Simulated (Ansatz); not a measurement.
**LaB2Pt2C: C vacancy**

Computed with the plane-wave PAW code Ansatz (scalar-relativistic, PAW set soft_2): r2SCAN, no spin polarisation, 500 eV cutoff, k-mesh 4×4×4 shifted by half a step.

The relaxed host crystal (no gap at this level of theory):

```yaml
crystal:
  lattice:
    - [-1.94061, 1.94061, 5.38095]
    - [1.94061, -1.94061, 5.38095]
    - [1.94061, 1.94061, -5.38095]
  atoms:
    - { symbol: B, position: [0.36203, 0.36203, 0.00000] }
    - { symbol: B, position: [0.63797, 0.63797, 0.00000] }
    - { symbol: C, position: [0.50000, 0.50000, 0.00000] }
    - { symbol: La, position: [0.00000, 0.00000, 0.00000] }
    - { symbol: Pt, position: [0.75000, 0.25000, 0.50000] }
    - { symbol: Pt, position: [0.25000, 0.75000, 0.50000] }
```

Supercell of 30 atoms, rows of the matrix [[1,-1,1],[0,-1,-2],[1,2,2]] times the cell vectors; C vacancy at (0.500, 0.500, 0.000) in fractions of the cell above. Atoms are relaxed at the host's cell, from a start shaken by 0.05 Å near the defect. The cell loses 1 of its 5 C, so this is a heavily defective crystal.

Question: How does the lattice relax around the defect?

Answer: Distances from the empty C site (Å), by shell of the perfect crystal:

```
shell  perfect crystal  relaxed, charge 0
  2 B             1.48               1.76
 4 La             2.74               2.76
```

| charge | gap of the cell on the mesh (eV) |
| --- | --- |
| 0 | 0.00 |

Formation energy of the neutral defect: 1.13 eV, taking atoms from and to the elements' standard states (no corrections for gases), so it belongs to those chemical potentials alone.

Caveats: small supercell, so energies and levels can be off by tenths of an eV; one random start near the defect, so other minima are possible.
